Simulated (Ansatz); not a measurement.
Below is a relaxed structure of CaYC₂N₂. The cell was found from a structure generator's guess, not taken from experiment.

These are results of Ansatz, DFT PBE, scalar-relativistic, plane waves, PAW, not measurements. Cutoff 420 eV, Γ-centred mesh, Gaussian smearing, no spin polarisation.

```
CELL_PARAMETERS angstrom
3.73511 -1.84209 0.00000
3.73511 1.84209 0.00000
-3.05020 0.00000 5.96020
ATOMIC_POSITIONS crystal
Ca 0.50000 0.50000 0.50000
Y 0.00000 0.00000 0.00000
C 0.20359 0.20359 0.80802
C 0.79641 0.79641 0.19198
N 0.32094 0.32094 0.71972
N 0.67906 0.67906 0.28028
```

The zero of energy is the elements' standard structures at the same level (N₂ as a molecule); no fitted shifts are applied.

Q: What space group does it have?

A: C2/m (No. 12). Conventional cell: a = 7.470 Å, b = 3.684 Å, c = 6.695 Å, β = 117.1°. Ca has 2 N at 2.40 Å, 4 C at 2.66 Å, 4 N at 2.84 Å, 2 C at 3.65 Å, 2 Ca at 3.68 Å and 6 Y at 3.71–3.82 Å; Y has 2 C at 2.40 Å, 4 N at 2.53 Å, 4 C at 2.71 Å, 2 N at 3.66 Å, 2 Y at 3.68 Å and 6 Ca at 3.71–3.82 Å; around C lie 1 N at 1.26 Å, 1 Y at 2.40 Å, 2 Ca at 2.66 Å and 2 Y at 2.71 Å; N has 1 C at 1.26 Å, 1 Ca at 2.40 Å, 2 Y at 2.53 Å and 2 Ca at 2.84 Å.

Q: How far does it lie from the elements in energy?

A: −0.50 eV/atom. It lies below the elements, which doesn't yet make it stable against other compounds or structures.

Q: Is it a metal?

A: Yes, bands cross the Fermi level on the 12×12×6 mesh.

The last run used a 12×12×6 mesh (in the run's order of axes) for its 6-atom cell and Gaussian smearing of 0.10 eV. The reference form of C is held partly by dispersion forces, which this level lacks. A structure relaxed within its symmetry needn't be a true minimum.
